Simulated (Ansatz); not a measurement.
## Two states of EuGa₂

```
CELL_PARAMETERS angstrom
2.17990 3.77570 0.00000
-2.17990 3.77570 4.53540
4.35980 0.00000 4.53540
ATOMIC_POSITIONS crystal
Ga 0.25000 0.41670 0.08330
Ga 0.75000 0.91670 0.58330
Ga 0.24995 0.08335 0.41665
Ga 0.74995 0.58335 0.91665
Eu 0.00000 0.00000 0.00000
Eu 0.50000 0.50000 0.50000
```

Level: r2SCAN, with U = 4.26 eV and J = 0.59 eV on Eu f (atomic projectors); 500 eV; 5×5×5 Γ-centred mesh; fermi-dirac occupations (width 0.1 eV); Ansatz 0.2.0, fixed geometry.

State A: Eu5 up, Eu6 down (collinear spin). State B: Eu5 up, Eu6 up (collinear spin).

Task: Which state is lower, and how do they differ?

Result: State B is lower by 1.9 meV an atom at zero smearing. So small a gap isn't resolved on this mesh where a state is a metal.

```tsv
state	free energy (meV/atom)	largest moment in a small sphere (μB)	net moment (μB/cell)	gap on mesh (eV)	pressure (GPa)	largest force (eV/Å)
A	1.9	6.96	0.00	metal	-1.0	0.07
B	0.0	6.97	14.49	metal	-1.1	0.07
```

Origin: a database entry at a rescaled volume. Caveats: the k mesh is coarse if the cell is a metal.
